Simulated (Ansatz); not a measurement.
Relaxed ZrC (rock salt):

```
CELL_PARAMETERS angstrom
      0.00000     4.71144     4.71144
      2.35572     2.35572     4.71144
      2.35572     2.35572     0.00000
ATOMIC_POSITIONS crystal
  C  0.00000 0.00000 0.00000
  C  0.50000 0.00000 0.00000
  Zr 0.00000 0.50000 0.50000
  Zr 0.50000 0.50000 0.50000
```

The atoms are displaced by Q × the pattern below (from a DFPT mode at X = (0.5, 0.5, 0.0), largest move 1; Q in Å), at fixed cell. It is one choice among 2 degenerate patterns. (q is in reciprocal vectors of the primitive cell; the cell shown is doubled to hold the pattern.)

| atom | x | y | z |
|---|---|---|---|
| C1 | 0.000 | 0.033 | 0.000 |
| C2 | 0.000 | -0.033 | 0.000 |
| Zr3 | 0.000 | 1.000 | 0.000 |
| Zr4 | 0.000 | -1.000 | 0.000 |

Method: r2SCAN (plane waves to 500 eV, PAW, scalar-relativistic; Ansatz, a program for electronic structure). k mesh 17×17×17 (Γ-centred), Fermi-Dirac smearing 0.05 eV. With partly filled bands, energies and forces of such displacements shift with the k mesh and the smearing. ZrC is run without spin polarisation. ZrC was relaxed with its symmetry unable to fall.

At one point of the scan the forces (eV/Å) are:

```
atom     Fx      Fy     Fz
----  -----  ------  -----
C1    0.000   0.073  0.000
C2    0.000  -0.073  0.000
Zr3   0.000   1.492  0.000
Zr4   0.000  -1.492  0.000
```

**Question.** Which point is it?
A. Q = -0.017 Å
B. Q = -0.100 Å
C. Q = -0.083 Å
D. Q = -0.067 Å

**Answer.** B, Q = -0.100 Å

(For displaced atoms, the force is minus the slope of the energy, and its curvature is a force constant, which sets phonon frequencies.)
